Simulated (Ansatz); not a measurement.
# Which element took the place of Cl in Rb$_{3}$ScCl$_{6}$?

```
CELL_PARAMETERS angstrom
0.00000 5.40381 5.40381
5.40381 0.00000 5.40381
5.40381 5.40381 0.00000
ATOMIC_POSITIONS crystal
Rb 0.25000 0.25000 0.25000
Rb 0.75000 0.75000 0.75000
Rb 0.50000 0.50000 0.50000
Cl 0.22990 0.77010 0.77010
Cl 0.77010 0.22990 0.77010
Cl 0.77010 0.22990 0.22990
Cl 0.22990 0.77010 0.22990
Cl 0.77010 0.77010 0.22990
Cl 0.22990 0.22990 0.77010
Sc 0.00000 0.00000 0.00000
```

All energies were calculated with Ansatz 0.2.0 (r2SCAN; 500 eV; 4×4×4 Γ-centred mesh; fermi-dirac occupations of width 0.100 eV). Spin: none. Single points at fixed atoms.

Every Cl was replaced by another element on the same fractional sites, and the cell was resized from 31.56 to 34.22 Å³ an atom (4×4×4 Γ-centred mesh, methfessel-paxton occupations of width 0.068 eV).

The runs give:

```json
{"quantity": "gap on the mesh (eV)", "Rb$_{3}$ScCl$_{6}$": "4.55", "the new compound": "3.91"}
{"quantity": "pressure (GPa)", "Rb$_{3}$ScCl$_{6}$": "1.2", "the new compound": "3.8"}
```

Mean Bader charges in e: the swapped site -0.78 → -0.75; Rb +0.88 → +0.86, Sc +2.03 → +1.90.

**Question.** Which of these is the best guess for the element put in?
A. As
B. F
C. Ge
D. Br

**Answer.** D. The compound is Rb₃ScBr₆. Its Br site carries -0.75 e; Br has 7 outer electrons, a Pauling electronegativity of 2.96 and a covalent radius of 1.20 Å, against 7, 3.16 and 1.02 Å for Cl. F has 7, 3.98 and 0.57 Å; Ge has 4, 2.01 and 1.20 Å; As has 5, 2.18 and 1.19 Å. Charge, size and the count of electrons narrow the choice, and this is the element that was used.

Origins: Rb3ScCl6, a database entry at a slightly scaled volume; Rb3ScBr6, a known structure type with other elements put in, at an estimated volume. An invented cell need not be a known compound.

Caveats: atoms and cells are not relaxed; pressure is positive in compression; a dash marks a value that doesn't apply or isn't given.
